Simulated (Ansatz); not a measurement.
A scan (energy over volume and axial ratio; atoms clamped) gave these values. These are PBEsol (plane waves to 420 eV, PAW, scalar-relativistic; Ansatz, an electronic-structure program) values and carry that method's errors.

| Property | Value |
|---|---|
| Modulus against c/a change at fixed volume, (3/4V)·∂²E/∂(ln c/a)² (fit, atoms clamped) | 250 GPa |

### Question
Of these crystals, all scanned alike, which one is it?
A. Ru (hcp, Mg type)
B. CrCuO₂ (delafossite type, space group R-3m)
C. WC (WC type, space group P-6m2)
D. CoSn (CoSn type, space group P6/mmm)

### Answer
A, Ru (hcp, Mg type). The others have, for the modulus against c/a change at fixed volume, (3/4V)·∂²E/∂(ln c/a)²: CoSn 106 GPa, CrCuO2 148 GPa, WC 366 GPa

All were relaxed with their symmetry unable to fall. CoSn is run without spin polarisation. CrCuO2 is run spin-polarised and with no Hubbard U. Relaxed CrCuO2 ends ferromagnetic. Ru is run without spin polarisation. Spin-orbit coupling is left out. WC is run without spin polarisation. The magnetic order is the one the run started from; other orders were not tried. (This holds for the magnetic or f-shell members.) With partly filled bands, the response to shear is sensitive to the k mesh, so small differences along c/a are uncertain.

(Under strain, the slope of the energy per volume gives the stress and its curvature an elastic modulus.)
